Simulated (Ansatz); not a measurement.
Task: Bulk modulus by a P(V) fit from LDA minus that from PBEsol (% of the latter), each on its own relaxed cell (Ansatz, a quantum-chemistry and plane-wave program, plane waves, PAW; no spin–orbit coupling, no Hubbard U), over 45 phases of the class «sulfides, selenides and tellurides»: what sign and size do you expect?

Result: Mean 10 %, median 10 %, mean absolute 10 %; eight in ten lie between 6 and 12 %, and 100 % are above zero.

Some cases that may be named, with their rank among the 45 from the lowest: ZrGeS, P4/nmm (Zr on 2c, Ge on 2a, S on 2c) 6 % (rank 1); ZrSnTe, P4/nmm (Zr on 2c, Sn on 2a, Te on 2c) 6 % (rank 2); NiS, R3m (Ni on 9b, S on 9b) 9 % (rank 21); ZnCdS2, P-4m2 (Zn on 1d, Cd on 1b, S on 2g) 10 % (rank 29); InAgTe2, P-4m2 (In on 1c, Ag on 1a, Te on 2g) 12 % (rank 40); Hg2SeS, P-4m2 (Hg on 2g, Se on 1d, S on 1b) 12 % (rank 41).

The phases are those computed here (of each formula those with measured values and the lowest at some level), not a balanced benchmark, and neither functional is the truth. Pairs that end in unlike spin orders or unlike minima (c/a over 6 % apart, 30 % for weakly bound crystals), magnets with 4f shells, solids of gases and phases set aside for tests are left out.

Standing as an ambient phase not checked: ZrGeS, P4/nmm (Zr on 2c, Ge on 2a, S on 2c); ZrSnTe, P4/nmm (Zr on 2c, Sn on 2a, Te on 2c); NiS, R3m (Ni on 9b, S on 9b); ZnCdS2, P-4m2 (Zn on 1d, Cd on 1b, S on 2g); InAgTe2, P-4m2 (In on 1c, Ag on 1a, Te on 2g); Hg2SeS, P-4m2 (Hg on 2g, Se on 1d, S on 1b). Perhaps ordered models of mixed-site phases: InAgTe2, P-4m2 (In on 1c, Ag on 1a, Te on 2g). All cells were relaxed under the symmetry of their starts (and spin orders); stability against distortions was not tested throughout. Named crystals with no word on spin ran without spin polarisation. Spin–orbit coupling is left out wherever it is not named.

Potentials: the later of the program's two PAW sets.

Ansatz is a plane-wave DFT program.
